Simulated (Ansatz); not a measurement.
CsSnBr$_{3}$:
```
CsSnBr3
1.0
    5.88692     0.00000     0.00000
    0.00000     5.88692     0.00000
    0.00000     0.00000     5.88692
Cs Sn Br
1 1 3
Direct
  0.00000   0.00000   0.00000
  0.50000   0.50000   0.50000
  0.50000   0.00000   0.50000
  0.00000   0.50000   0.50000
  0.50000   0.50000   0.00000
```

This is the PBE-relaxed structure.

**Question.** All from plane-wave PAW PBE (Ansatz code), unless another level is named. Predict the Young's modulus.

**Answer.** 22.7 GPa.

**Question.** Next, the elastic constants (relaxed ions, GPa)?

**Answer.** C11 = 42.9, C12 = 7.3, C44 = 5.2.

**Question.** Next, the highest zone-centre frequency (without LO–TO term)?

**Answer.** 57 cm^-1.

Space group Pm-3m (cubic perovskite). The PBE relaxation kept the symmetry of its start; of distortions, only those at the zone centre were tested. Scalar-relativistic: spin–orbit coupling is off unless named, which matters more the heavier the elements.

Potentials: the later of the program's two PAW sets.
